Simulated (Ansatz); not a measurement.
InP (NiAs type, P6_3/mmc) under volume change, PBE (plane waves, PAW; program Ansatz), shape and atoms relaxed at each volume.

| V (Å³/atom) | E − E(relaxed) (meV/atom) | P (GPa) |
|---|---|---|
| 19.660 | 46.6 | 8.43 |
| 20.308 | 19.4 | 5.11 |
| 20.956 | 4.5 | 2.32 |
| 21.604 | 0.0 | 0.00 |
| 22.252 | 4.0 | -1.95 |
| 22.900 | ___ | ___ |
| 23.548 | ___ | ___ |

Some entries are withheld; supply them.


- 22.900, E − E(relaxed) (meV/atom): 15.3
- 22.900, P (GPa): -3.59
- 23.548, E − E(relaxed) (meV/atom): 32.7
- 23.548, P (GPa): -4.95

What does a third-order Birch–Murnaghan fit give for V₀, B₀ and B′?

V₀ = 21.60 Å³/atom, B₀ = 70.9 GPa, B′ = 4.9.

The start of the workflow was typed in or built on a structure type; neither database checked (COD, Materials Project) lists it. It is not the phase usual at ambient conditions (space group No. 216). Symmetry was held in the PBE relaxation; whether a distortion lowers the energy is not shown.

Potentials: the earlier of the program's two PAW sets.
